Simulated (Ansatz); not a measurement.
ScAl3:
```cif
data_Al3Sc
_chemical_formula_sum 'Al3 Sc1'
_space_group_name_H-M_alt 'P 1'
_space_group_IT_number 1
_cell_length_a 4.03125
_cell_length_b 4.03125
_cell_length_c 4.03125
_cell_angle_alpha 90.000
_cell_angle_beta 90.000
_cell_angle_gamma 90.000
loop_
_space_group_symop_operation_xyz
  'x, y, z'
loop_
_atom_site_label
_atom_site_type_symbol
_atom_site_fract_x
_atom_site_fract_y
_atom_site_fract_z
_atom_site_occupancy
Al1 Al 0.00000 0.50000 0.50000 1
Al2 Al 0.50000 0.50000 0.00000 1
Al3 Al 0.50000 0.00000 0.50000 1
Sc1 Sc 0.00000 0.00000 0.00000 1
```

Relaxed with LDA.

Problem. Which orbitals make up the states near the Fermi level in the program Ansatz at the LDA level (PAW)?

Solution. Within 0.5 eV of the Fermi level: Sc 3d 43 %, Al 3p 42 %, Al 3s 9 %. Projections are on Löwdin-orthogonalised atomic valence shells; empty p or d shells of many metals are not among them.

Problem. Tabulate the density of states.

Solution. States/eV per cell of 4 atoms, in 0.25 eV bins, energy from the Fermi level.

```tsv
E (eV)	total	Al 3p	Sc 3d	Al 3s
-7.85	0.77	0.39	0.03	0.31
-7.60	0.69	0.36	0.04	0.26
-7.35	0.66	0.35	0.05	0.23
-7.10	0.77	0.41	0.06	0.25
-6.85	0.76	0.41	0.06	0.23
-6.60	0.74	0.40	0.05	0.23
-6.35	0.80	0.43	0.05	0.25
-6.10	0.90	0.48	0.06	0.29
-5.85	1.12	0.59	0.08	0.38
-5.60	1.32	0.66	0.10	0.48
-5.35	1.40	0.66	0.13	0.54
-5.10	1.38	0.61	0.17	0.55
-4.85	1.38	0.57	0.21	0.55
-4.60	1.19	0.54	0.19	0.43
-4.35	1.08	0.51	0.18	0.35
-4.10	1.05	0.54	0.17	0.30
-3.85	1.10	0.60	0.18	0.27
-3.60	1.34	0.81	0.21	0.26
-3.35	1.51	0.94	0.24	0.26
-3.10	1.51	0.93	0.27	0.25
-2.85	1.80	1.18	0.32	0.24
-2.60	1.90	1.29	0.36	0.19
-2.35	2.05	1.37	0.45	0.18
-2.10	2.30	1.49	0.58	0.17
-1.85	2.73	1.75	0.77	0.15
-1.60	2.77	1.57	0.99	0.15
-1.35	2.03	1.10	0.76	0.12
-1.10	1.46	0.75	0.57	0.10
-0.85	1.24	0.60	0.51	0.09
-0.60	1.29	0.59	0.57	0.09
-0.35	1.36	0.60	0.62	0.09
-0.10	1.30	0.56	0.59	0.09
0.15	1.25	0.51	0.53	0.13
0.40	1.07	0.41	0.41	0.16
0.65	1.74	0.61	0.73	0.24
0.90	2.89	1.05	1.26	0.33
1.15	2.52	0.93	1.08	0.27
1.40	1.77	0.57	0.74	0.23
1.65	2.78	0.73	1.35	0.32
1.90	2.61	0.43	1.45	0.25
2.15	4.35	0.69	2.59	0.35
2.40	3.67	0.63	2.49	0.27
2.65	3.96	0.69	2.38	0.45
2.90	3.13	0.78	1.36	0.40
3.15	2.26	0.57	0.84	0.42
3.40	1.92	0.49	0.70	0.51
3.65	3.43	0.97	1.23	0.82
3.90	3.13	0.90	1.20	0.65
4.15	3.38	0.82	1.51	0.71
4.40	2.22	0.74	0.77	0.40
4.65	2.43	0.90	0.60	0.48
```

Space group Pm-3m (Cu3Au type). The LDA relaxation kept the symmetry of its start; of distortions, only those at the zone centre were tested. The run is not spin-polarised.

Potentials: the later of the program's two PAW sets.
